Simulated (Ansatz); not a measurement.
## Al2O3: two-dimensional strain map

Computed with DFT PBE, scalar-relativistic, plane waves, PAW (Ansatz 0.2.0). Settings: plane waves to 420 eV, k-mesh 6×6×6 (Γ-centred), Gaussian smearing 0.05 eV. No spin polarisation. Energies are free energies at this smearing, counted from the undisturbed cell; pressure is positive in compression.

Reference structure (relaxed at this level):

```xyz
10
Lattice="2.4044 1.3882 4.3745 -2.4044 1.3882 4.3745 0.0000 -2.7763 4.3745" Properties=species:S:1:pos:R:3 pbc="T T T"
Al    0.0000    0.0000   11.1831
Al    0.0000    0.0000    8.5021
Al    0.0000    0.0000    1.9403
Al    0.0000    0.0000    4.6214
O    -0.9320   -1.3882    5.4681
O     1.6682   -0.1131    5.4681
O    -0.7362    1.5012    5.4681
O     0.9320    1.3882    7.6553
O    -1.6682    0.1131    7.6553
O     0.7362   -1.5012    7.6553
```

The cell is strained by p along both x and y and by q along z, fractional coordinates fixed. Points are written (p, q).

Energy above the undisturbed cell in meV/atom (a dash: not computed):

```
 p \ q  -0.050  -0.025  0.000  0.025  0.050
-0.050   165.9   120.3   95.0   88.3   98.2
-0.025    73.6    38.4   22.4   23.5   40.3
 0.000    34.5     8.4    0.0    7.7   29.9
 0.025    40.3    21.7   19.7   32.8   59.5
 0.050    83.7    71.3   74.7   92.2  122.3
```

Pressure in GPa:

```
 p \ q  -0.050  -0.025  0.000  0.025  0.050
-0.050    48.3    38.7   30.1   22.6   15.9
-0.025    28.5    20.4   13.3    7.1    1.6
 0.000    12.7     5.9    0.0   -5.1   -9.6
 0.025     0.0    -5.6  -10.5  -14.7  -18.3
 0.050   -10.1   -14.7  -18.7  -22.2  -25.1
```

Gap on the k-mesh in eV:

| p \ q | -0.050 | -0.025 | 0.000 | 0.025 | 0.050 |
| --- | --- | --- | --- | --- | --- |
| -0.050 | 7.83 | 7.48 | 7.03 | 6.54 | 6.01 |
| -0.025 | 6.91 | 6.81 | 6.46 | 6.03 | 5.58 |
| 0.000 | 6.04 | 5.96 | 5.85 | 5.51 | 5.11 |
| 0.025 | 5.22 | 5.17 | 5.08 | 4.96 | 4.64 |
| 0.050 | 4.46 | 4.42 | 4.36 | 4.27 | 4.14 |